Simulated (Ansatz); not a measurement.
Polymorphs of Te$_{2}$Pt, each relaxed with the program Ansatz at the PBE+D3(BJ) level (PAW):

A: R-3m
a = 3.9602 Å, b = 3.9602 Å, c = 17.1701 Å, α = 90.00°, β = 90.00°, γ = 120.00°

| atom | site | symmetry | x | y | z |
|---|---|---|---|---|---|
| Pt | 3a | -3m | 0.0000 | 0.0000 | 0.0000 |
| Te | 6c | 3m | 0.0000 | 0.0000 | 0.2505 |

B: P-3m1
a = 4.053 Å, b = 4.053 Å, c = 5.089 Å, α = 90.00°, β = 90.00°, γ = 120.00°

```
atom  site  symmetry       x       y       z
----  ----  --------  ------  ------  ------
Te      2d       3m.  0.3333  0.6667  0.2671
Pt      1a      -3m.  0.0000  0.0000  0.0000
```

### Question
Put the candidates in order of energy per atom at 0 K, lowest first, for PBE+D3(BJ).

### Answer
B (+0 meV/atom), A (+67 meV/atom)

Constructed cells (a structure type filled with these elements, in neither database checked): A. All cells were relaxed under the symmetry of their starts (and spin orders); stability against distortions was not tested throughout. Rows with no word on spin ran without spin polarisation. Spin–orbit coupling is left out wherever it is not named.

Energies hold the estimated change up to a 700 eV cutoff; steps of a few meV lie near the error of the meshes.

Potentials: the later of the program's two PAW sets.
